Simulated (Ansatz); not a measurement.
BN in space group P6_3/mmc (No. 194; B on 4f, N on 4f), r²SCAN+D4 in the plane-wave PAW code Ansatz. The conduction-band minimum lies at M, with 3 equivalent valleys. Second derivatives d²E/dk² of the lowest band at one valley (eV·Å²), along Cartesian directions:

```
direction  d²E/dk²
---------  -------
[100]        3.048
[010]        31.79
[001]        9.177
[110]        17.42
[101]        6.113
[011]        20.49
```

Question: Find the principal effective masses, the density-of-states mass and the conductivity mass.

Answer: Off-diagonal terms follow from H_xy = H[110] − (H_xx + H_yy)/2, and m*/mₑ = 7.620 eV·Å² over each eigenvalue: 0.24, 0.83, 2.5. One valley's DOS mass (m₁m₂m₃)^(1/3) = 0.79, conductivity mass 3/(Σ 1/mᵢ) = 0.52 mₑ.

Question: What effective density of states Nc follows at 300 K for parabolic valleys?

Answer: Nc = 2.509e19 × 3 × (0.79)^(3/2) ≈ 5.3e19 cm⁻³.

The cell is a constructed one: a structure type filled with these elements. Its sites differ from those of the usual phase in this space group: another stacking or structure type. The r²SCAN+D4 relaxation kept the symmetry of its start; phonons on a q-mesh show weakly imaginary modes. The volume moved by 56 % from the start of the relaxation.

Potentials: the later of the program's two PAW sets.

Edges and masses are those of Kohn–Sham bands, whose gap is no quasiparticle gap.
